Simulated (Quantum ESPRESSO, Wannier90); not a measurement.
**Tight-binding from DFT: SnS2 (P6₃mc)**

```
begin unit_cell_cart
ang
    3.6758497919    0.0000000000    0.0000000000
   -1.8379248960    3.1833793003    0.0000000000
    0.0000000000    0.0000000000   12.3389500000
end unit_cell_cart
begin atoms_frac
Sn   0.3333333333 -0.3333333333 -0.3749900000
Sn  -0.3333333333  0.3333333333  0.1250100000
S   -0.3333333333  0.3333333333 -0.2566000000
S    0.3333333333 -0.3333333333  0.2434000000
S    0.0000000000  0.0000000000  0.0065900000
S    0.0000000000  0.0000000000 -0.4934100000
end atoms_frac
```

Cell from Materials Project (mp-9984), symmetrised, no further relaxation. Not found in the COD (Crystallography Open Database) copy used, which has the formula in other groups; not checked further. Method: PBEsol plane waves in Quantum ESPRESSO 7.5 (PseudoDojo norm-conserving files, 58 Ry, spinors with spin-orbit coupling), Bloch states on a 4×4×4 mesh through Γ, Wannier90 4.0.1. Density: 12×12×4 mesh, cold smearing 0.01 Ry. The cell is built of weakly bound layers, chains or molecules, whose nearest atoms lie 3.88 Å apart. Database cells relaxed without dispersion often hold them too far apart, which can enlarge gaps and weakens couplings between them; spacing and stacking were not compared with the measured crystal.

A tight-binding model is made by disentanglement and projection with no localisation steps (num_iter = 0), so the 48 orbitals stay atom-like: hydrogen-like Sn: s;p; S: s;p, axes along x, y, z; frozen window up to 2.82 eV relative to the valence-band maximum. It follows pw.x to 21 meV rms for states up to 2.3 eV relative to the valence-band maximum. Matrix elements depend on this choice of orbitals and windows.

### Question
What are the on-site energies relative to the valence-band maximum, and how fast do the hoppings decay?

### Answer
| atom | orbitals | energy (eV) |
|---|---|---|
| Sn1 | s↑ s↓ | -3.36 |
| Sn1 | pz↑ pz↓ | 3.48 |
| Sn1 | px↑ px↓ py↑ py↓ | 3.20 |
| Sn2 | s↑ s↓ | -3.36 |
| Sn2 | pz↑ pz↓ | 3.48 |
| Sn2 | px↑ px↓ py↑ py↓ | 3.20 |
| S3 | s↑ s↓ | -10.39 |
| S3 | pz↑ pz↓ px↑ px↓ py↑ py↓ | -0.53 |
| S4 | s↑ s↓ | -10.39 |
| S4 | pz↑ pz↓ px↑ px↓ py↑ py↓ | -0.53 |
| S5 | s↑ s↓ | -10.39 |
| S5 | pz↑ pz↓ px↑ px↓ py↑ py↓ | -0.53 |
| S6 | s↑ s↓ | -10.39 |
| S6 | pz↑ pz↓ px↑ px↓ py↑ py↓ | -0.53 |

| distance of the centres (Å) | largest modulus (eV) |
|---|---|
| 2–3 | 1.7 |
| 3–4 | 0.53 |
| 4–5 | 0.050 |
| 5–6 | 0.22 |
